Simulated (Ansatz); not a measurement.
AlNi:
```cif
data_AlNi
_chemical_formula_sum 'Al1 Ni1'
_space_group_name_H-M_alt 'P 1'
_space_group_IT_number 1
_cell_length_a 2.86330
_cell_length_b 2.86330
_cell_length_c 2.86330
_cell_angle_alpha 90.000
_cell_angle_beta 90.000
_cell_angle_gamma 90.000
loop_
_space_group_symop_operation_xyz
  'x, y, z'
loop_
_atom_site_label
_atom_site_type_symbol
_atom_site_fract_x
_atom_site_fract_y
_atom_site_fract_z
_atom_site_occupancy
Al1 Al 0.00000 0.00000 0.00000 1
Ni1 Ni 0.50000 0.50000 0.50000 1
```

Relaxed with r²SCAN.

### Question
Decompose the optical modes at the zone centre into irreducible representations, and say which are infrared and Raman allowed.

### Answer
Point group m-3m: Γ_opt = T1u. Infrared: T1u. Raman: none.

### Question
Assign frequencies (DFPT, DFT-r²SCAN in the program Ansatz with PAW potentials).

### Answer
T1u 309 cm⁻¹.

Space group Pm-3m (CsCl type). Symmetry was held in the r²SCAN relaxation; of distortions, only those at the zone centre were tested. The workflow began spin-polarised and lost its moments. As this level gives no gap, phonon frequencies hold no LO–TO term and depend on the k-mesh and smearing (Fermi–Dirac, 0.1 eV here).

Potentials: the later of the program's two PAW sets.
